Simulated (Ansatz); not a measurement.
RbLuSe2, DFT, PBEsol, all-electron PAW with datasets made for the crystal, scalar-relativistic (Ansatz 0.2.0), run on 1 thread of Arm Neoverse V1 on a shared host.

The cell is a measured one (Crystallography Open Database entry 4318778); the temperature and pressure of the measurement aren't taken into account, and nothing was relaxed. The listed cell was then made from it by scaling, straining or moving an atom.

Command: `ansatz run input.yaml --threads 1 --pin off --max-ram 4096MiB --backend cpu --events-out ev --progress --plain --runs-dir out`

```yaml
crystal:
  lattice:
    - [2.0647010171, 1.192055688, 7.7139034]
    - [-2.0647010171, 1.192055688, 7.7139034]
    - [0.0, -2.384111376, 7.7139034]
  atoms:
    - { symbol: Rb, position: [0.0, 0.0, 0.0] }
    - { symbol: Lu, position: [0.5, 0.5, 0.5] }
    - { symbol: Se, position: [0.23179, 0.23179, 0.23179] }
    - { symbol: Se, position: [0.76821, 0.76821, 0.76821] }
kpoints:
  mp_grid: { grid: [7, 7, 7] }
scf:
  occupations: { method: fermi_dirac, width: 0.03 }
hamiltonian:
  xc: pbesol
  pseudopotentials: { kind: all_electron, datasets: crystal }
output:
  forces: true
  stress: true
  eigenvalues: true
  efg: { contact_densities: true }
```

(1) How large is the problem that the program sets up?

(2) About how long does it take, and how much memory does it use?

(3) And the same cell and mesh by PAW (frozen-core files), asked for forces, stress, eigenvalues, efg, on the same hardware?

Answers

(1) 44 irreducible k-points, 1625 plane waves at Γ, 40 bands.

(2) 44 s of wall time for 12 SCF iterations, with a peak of 1 GiB. Times on shared machines scatter by tens of per cent.

(3) 16 s, peak memory 0.54 GiB.
